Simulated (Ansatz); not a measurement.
AlCo in space group Fd-3m (No. 227; Al on 8b, Co on 8a) at seven volumes, PBE in the plane-wave PAW code Ansatz, scaled uniformly. One row is withheld.

```tsv
V (Å³/atom)	P (GPa)
11.229	17.33
11.599	10.60
11.969	4.87
12.339	0.00
12.710	?
13.080	-7.66
13.450	-10.64
```

Q: Fit the shown pressures and predict the withheld one.

A: P = (3/2)B₀(x^(7/2) − x^(5/2))[1 + (3/4)(B′ − 4)(x − 1)] with x = (V₀/V)^(2/3). Least squares on the six rows gives V₀ = 12.340 Å³/atom, B₀ = 149 GPa, B′ = 4.40. At V = 12.710, x = 0.9805 and P = -4.13 GPa. The run itself gave -4.13 GPa.

The cell is a constructed one: a structure type filled with these elements; neither database checked (COD, Materials Project) lists it. Whether it is the stable phase at ambient conditions was not checked. The cell was relaxed with PBE under the symmetry of its start; its stability against distortions is not shown here. Spin order of the final state: ferromagnetic, chosen from 4 collinear starts compared on coarse meshes (ties went to the first, and starts can fall back to one state), not a proven ground state.

Potentials: the later of the program's two PAW sets.
